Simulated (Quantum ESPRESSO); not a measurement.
## Au2AgPt4Al (input and log of a self-consistent run)

Computed values, not a measurement. The program is pw.x of Quantum ESPRESSO 7.5 (plane-wave density functional theory). The cell is made up: eight metal atoms on a face-centred cubic lattice, with elements, volume, strain and displacements drawn at random and not relaxed, so it may be unstable or far from any real phase. PseudoDojo standard norm-conserving files set the functional (PBE unless stated); there is no spin polarisation or spin-orbit coupling, the Fermi-Dirac width of 0.25 eV means electrons at about 2900 K, and the masses in the input are unused placeholders. Heavy elements are run without spin-orbit coupling, which real alloys of them have. A spin test at this wide smearing found no moment, but such smearing suppresses magnetism that the real alloy may have.

Input:

```
&control calculation='scf', pseudo_dir='./dojo.nc.sr.pbe.v0_5.standard.upf', outdir='./o', disk_io='minimal', tprnfor=.true., tstress=.true. /
&system ibrav=0, nat=8, ntyp=4, nbnd=80, ecutwfc=87.97787729, nosym=.true., tot_charge=0,
 occupations='smearing', smearing='fd', degauss=0.0183746611
/
&electrons conv_thr=1.470e-08, electron_maxstep=70, mixing_beta=0.5 /
ATOMIC_SPECIES
Ag 1.0 Ag.upf
Al 1.0 Al.upf
Au 1.0 Au.upf
Pt 1.0 Pt.upf
CELL_PARAMETERS angstrom
0.0 1.9702 1.9702
-3.9404 1.9702 -1.9702
-3.9404 -5.9106 5.9106
ATOMIC_POSITIONS angstrom
Au 0.0218 -0.0207 0.12
Ag -3.9364 -3.7367 4.0436
Pt -4.0171 -1.8888 1.924
Al -4.0363 -0.0521 -0.004
Pt -1.9275 -1.976 3.8811
Au -1.9622 0.0034 2.0767
Pt -2.0609 1.9197 0.0692
Pt -5.7876 -1.9526 3.9989
K_POINTS automatic
8 5 3 1 1 1
```

The log is shortened where brackets say so; the opening notice, blank lines, dates and the lines on written files are dropped, and the path of the files is cut. It prints rydbergs, bohrs and kilobars, and counts compression as positive stress. Its total energy is the free energy E - TS of the whole cell.

```
     Program PWSCF v.7.5
     Parallel version (MPI & OpenMP), running on       4 processor cores
     Number of MPI processes:                 4
     Threads/MPI process:                     1
     [start-up lines left out]
     bravais-lattice index     =            0
     lattice parameter (alat)  =       5.2653  a.u.
     unit-cell volume          =     825.7480 (a.u.)^3
     number of atoms/cell      =            8
     number of atomic types    =            4
     number of electrons       =       132.00
     number of Kohn-Sham states=           80
     kinetic-energy cutoff     =      87.9779  Ry
     charge density cutoff     =     351.9115  Ry
     scf convergence threshold =      1.5E-08
     mixing beta               =       0.5000
     number of iterations used =            8  plain     mixing
     Exchange-correlation= PBE
                           (   1   4   3   4   0   0   0)
     [axes and pseudopotential details left out]
   Cartesian axes
     site n.     atom                  positions (alat units)
         1        Au     tau(   1) = (   0.0078240  -0.0074293   0.0430681  )
         2        Ag     tau(   2) = (  -1.4127780  -1.3411054   1.4512521  )
         3        Pt     tau(   3) = (  -1.4417413  -0.6778922   0.6905256  )
         4        Al     tau(   4) = (  -1.4486322  -0.0186987  -0.0014356  )
         5        Pt     tau(   5) = (  -0.6917817  -0.7091884   1.3929307  )
         6        Au     tau(   6) = (  -0.7042356   0.0012203   0.7453297  )
         7        Pt     tau(   7) = (  -0.7396591   0.6889823   0.0248360  )
         8        Pt     tau(   8) = (  -2.0771755  -0.7007901   1.4352093  )
     number of k points=    60  Fermi-Dirac smearing, width (Ry)=  0.0184
                       cart. coord. in units 2pi/alat
        k(    1) = (  -0.0824958   0.0324091   0.0559793), wk =   0.0333333
        k(    2) = (   0.0353553   0.1502602  -0.0618718), wk =   0.0333333
     [further k points left out]
     Dense  grid:    92137 G-vectors     FFT dimensions: (  32,  60, 108)
     Estimated max dynamical RAM per process >     395.38 MB
     Estimated total dynamical RAM >       1.48 GB
     Initial potential from superposition of free atoms
     starting charge     131.9963, renormalised to     132.0000
     Starting wfcs are   74 randomized atomic wfcs +    6 random wfcs
     total cpu time spent up to now is        6.8 secs
     per-process dynamical memory:   316.2 Mb
     Self-consistent Calculation
     iteration #  1     ecut=    87.98 Ry     beta= 0.50
     Davidson diagonalization with overlap
     ethr =  1.00E-02,  avg # of iterations =  3.1
     Threshold (ethr) on eigenvalues was too large:
     Diagonalizing with lowered threshold
     Davidson diagonalization with overlap
     ethr =  6.02E-04,  avg # of iterations =  1.0
     total cpu time spent up to now is       40.2 secs
     total energy              =   -1952.02976780 Ry
     estimated scf accuracy    <       0.81659333 Ry
     iteration #  2     ecut=    87.98 Ry     beta= 0.50
     Davidson diagonalization with overlap
     ethr =  6.19E-04,  avg # of iterations =  2.4
     total cpu time spent up to now is       58.9 secs
     total energy              =   -1952.00592702 Ry
     estimated scf accuracy    <       1.23998909 Ry
     iteration #  3     ecut=    87.98 Ry     beta= 0.50
     Davidson diagonalization with overlap
     ethr =  6.19E-04,  avg # of iterations =  2.8
     total cpu time spent up to now is       76.5 secs
     total energy              =   -1951.96598376 Ry
     estimated scf accuracy    <       5.60309997 Ry
     iteration #  4     ecut=    87.98 Ry     beta= 0.50
     Davidson diagonalization with overlap
     ethr =  6.19E-04,  avg # of iterations =  2.0
     total cpu time spent up to now is       93.4 secs
     total energy              =   -1952.27580203 Ry
     estimated scf accuracy    <       0.23704414 Ry
     iteration #  5     ecut=    87.98 Ry     beta= 0.50
     Davidson diagonalization with overlap
     ethr =  1.80E-04,  avg # of iterations =  1.9
     total cpu time spent up to now is      108.8 secs
     total energy              =   -1952.29309201 Ry
     estimated scf accuracy    <       0.15895214 Ry
     [iterations 6 to 10 left out]
     iteration # 11     ecut=    87.98 Ry     beta= 0.50
     Davidson diagonalization with overlap
     ethr =  3.02E-08,  avg # of iterations =  1.6
     total cpu time spent up to now is      201.9 secs
     total energy              =   -1952.31089097 Ry
     estimated scf accuracy    <       0.00000204 Ry
     iteration # 12     ecut=    87.98 Ry     beta= 0.50
     Davidson diagonalization with overlap
     ethr =  1.54E-09,  avg # of iterations =  2.0
     total cpu time spent up to now is      217.5 secs
     total energy              =   -1952.31089116 Ry
     estimated scf accuracy    <       0.00000027 Ry
     iteration # 13     ecut=    87.98 Ry     beta= 0.50
     Davidson diagonalization with overlap
     ethr =  2.08E-10,  avg # of iterations =  2.0
     total cpu time spent up to now is      233.9 secs
     total energy              =   -1952.31089118 Ry
     estimated scf accuracy    <       0.00000026 Ry
     iteration # 14     ecut=    87.98 Ry     beta= 0.50
     Davidson diagonalization with overlap
     ethr =  2.00E-10,  avg # of iterations =  1.4
     total cpu time spent up to now is      248.8 secs
     total energy              =   -1952.31089121 Ry
     estimated scf accuracy    <       0.00000006 Ry
     iteration # 15     ecut=    87.98 Ry     beta= 0.50
     Davidson diagonalization with overlap
     ethr =  4.34E-11,  avg # of iterations =  2.0
     total cpu time spent up to now is      264.0 secs
     End of self-consistent calculation
     [lines on levels left out]
!    total energy              =   -1952.31089122 Ry
     estimated scf accuracy    <          6.2E-09 Ry
     smearing contrib. (-TS)   =      -0.06444882 Ry
     internal energy E=F+TS    =   -1952.24644240 Ry
     The total energy is F=E-TS. E is the sum of the following terms:
     one-electron contribution =    -623.73887812 Ry
     hartree contribution      =     393.85817301 Ry
     xc contribution           =    -343.43894841 Ry
     ewald contribution        =   -1378.92678888 Ry
     convergence has been achieved in  15 iterations
     Forces acting on atoms (cartesian axes, Ry/au):
     atom    1 type  3   force =    -0.00386009    0.03294904   -0.04282014
     atom    2 type  1   force =     0.02933427   -0.06834637    0.02045555
     atom    3 type  4   force =     0.03413685   -0.01365597    0.00474705
     atom    4 type  2   force =     0.02672055   -0.00261976    0.01123631
     atom    5 type  4   force =    -0.00139506    0.03101493   -0.00126772
     atom    6 type  3   force =    -0.01449623    0.01208818   -0.02327695
     atom    7 type  4   force =    -0.00108684   -0.01770487    0.03245700
     atom    8 type  4   force =    -0.06935345    0.02627481   -0.00153111
     Total force =     0.140854     Total SCF correction =     0.000334
     Computing stress (Cartesian axis) and pressure
          total   stress  (Ry/bohr**3)                   (kbar)     P=      147.23
   0.00093652  -0.00018017   0.00015029          137.77      -26.50       22.11
  -0.00018017   0.00108641   0.00011983          -26.50      159.82       17.63
   0.00015029   0.00011983   0.00097958           22.11       17.63      144.10
     init_run     :      6.35s CPU      6.59s WALL (       1 calls)
     electrons    :    251.73s CPU    257.16s WALL (       1 calls)
     forces       :      2.79s CPU      2.80s WALL (       1 calls)
     stress       :     10.43s CPU     10.50s WALL (       1 calls)
     [timing details left out]
     PWSCF        :   4m31.52s CPU   4m37.34s WALL
     JOB DONE.
```

In other units: free energy -26562.543 eV for the cell, pressure 14.72 GPa, largest force component 1.783 eV/Å in size. The run took 279 s of wall time with four MPI processes on a shared machine (Intel Xeon, 2023 or later, virtual cores), so the time is rough. A rerun of this cell at a higher cutoff and on a denser mesh moved values by no more than 0.009 eV in energy, 0.18 GPa in stress and 0.011 eV/Å in force, and a second program with other atomic files agreed on that cell to 2 % rms in force and 0.5 GPa in pressure.